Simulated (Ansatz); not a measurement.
GaN:
```cif
data_GaN
_chemical_formula_sum 'Ga1 N1'
_space_group_name_H-M_alt 'P 1'
_space_group_IT_number 1
_cell_length_a 3.18839
_cell_length_b 3.18839
_cell_length_c 3.18839
_cell_angle_alpha 126.849
_cell_angle_beta 126.849
_cell_angle_gamma 78.498
loop_
_space_group_symop_operation_xyz
  'x, y, z'
loop_
_atom_site_label
_atom_site_type_symbol
_atom_site_fract_x
_atom_site_fract_y
_atom_site_fract_z
_atom_site_occupancy
Ga1 Ga 0.75625 0.75625 0.00000 1
N1 N 0.35875 0.35875 0.00000 1
```

Relaxed with r²SCAN.

### Question
Which orbitals make up the states near the band edges in plane-wave PAW r²SCAN (Ansatz code)?

### Answer
Top 1 eV of the valence band: N 2p 91 %. Bottom 1 eV of the conduction band: Ga 4s 69 %, Ga 4p 20 %, N 2p 8 %. Projections are on Löwdin-orthogonalised atomic valence shells; empty p or d shells of many metals are not among them.

### Question
Tabulate the density of states.

### Answer
States/eV per cell of 2 atoms, in 0.25 eV bins, energy from the valence-band maximum.

```
E (eV)  total  N 2p  Ga 4p  Ga 4s
------  -----  ----  -----  -----
-7.85    0.39  0.20   0.04   0.13
-7.60    0.56  0.30   0.06   0.18
-7.35    0.69  0.37   0.08   0.21
-7.10    0.79  0.42   0.10   0.22
-6.85    0.78  0.42   0.11   0.19
-6.60    1.00  0.55   0.18   0.18
-6.35    0.91  0.49   0.15   0.16
-6.10    0.57  0.31   0.08   0.10
-5.85    0.36  0.19   0.04   0.06
-5.60    0.41  0.23   0.06   0.06
-5.35    0.55  0.33   0.11   0.06
-5.10    0.60  0.36   0.12   0.06
-4.85    0.62  0.38   0.13   0.06
-4.60    0.63  0.40   0.13   0.05
-4.35    0.65  0.42   0.13   0.05
-4.10    0.65  0.43   0.13   0.04
-3.85    0.65  0.44   0.13   0.04
-3.60    0.67  0.46   0.13   0.04
-3.35    0.71  0.50   0.13   0.04
-3.10    0.82  0.59   0.14   0.04
-2.85    1.06  0.79   0.16   0.05
-2.60    1.22  0.94   0.17   0.05
-2.35    1.33  1.06   0.18   0.04
-2.10    1.31  1.07   0.16   0.03
-1.85    1.16  0.96   0.12   0.02
-1.60    1.01  0.86   0.10   0.01
-1.35    0.92  0.79   0.08   0.01
-1.10    0.83  0.72   0.06   0.00
-0.85    0.74  0.66   0.04   0.00
-0.60    0.50  0.45   0.02   0.00
-0.35    0.41  0.38   0.01   0.00
-0.10    0.20  0.19   0.00   0.00
0.15     0.00  0.00   0.00   0.00
0.40     0.00  0.00   0.00   0.00
0.65     0.00  0.00   0.00   0.00
0.90     0.01  0.00   0.00   0.01
1.15     0.03  0.00   0.01   0.02
1.40     0.04  0.00   0.01   0.03
1.65     0.06  0.01   0.01   0.04
1.90     0.07  0.01   0.02   0.05
2.15     0.09  0.01   0.02   0.06
2.40     0.12  0.02   0.03   0.07
2.65     0.15  0.02   0.03   0.08
2.90     0.20  0.03   0.05   0.11
3.15     0.22  0.03   0.05   0.11
3.40     0.23  0.04   0.06   0.11
3.65     0.26  0.04   0.06   0.12
3.90     0.30  0.05   0.07   0.13
4.15     0.33  0.06   0.08   0.13
4.40     0.37  0.07   0.09   0.14
4.65     0.52  0.09   0.15   0.16
4.90     0.64  0.12   0.20   0.17
5.15     0.73  0.14   0.23   0.19
5.40     0.90  0.19   0.27   0.23
```

Space group I4mm. The first step of the workflow began from a Materials Project structure, measured or hypothetical; the Crystallography Open Database copy checked does not list it. It is not the phase usual at ambient conditions (space group No. 186, 216). The cell was relaxed with r²SCAN under the symmetry of its start; its stability against distortions is not shown here. Scalar-relativistic: spin–orbit coupling is off unless named, which matters more the heavier the elements.

Potentials: the later of the program's two PAW sets.
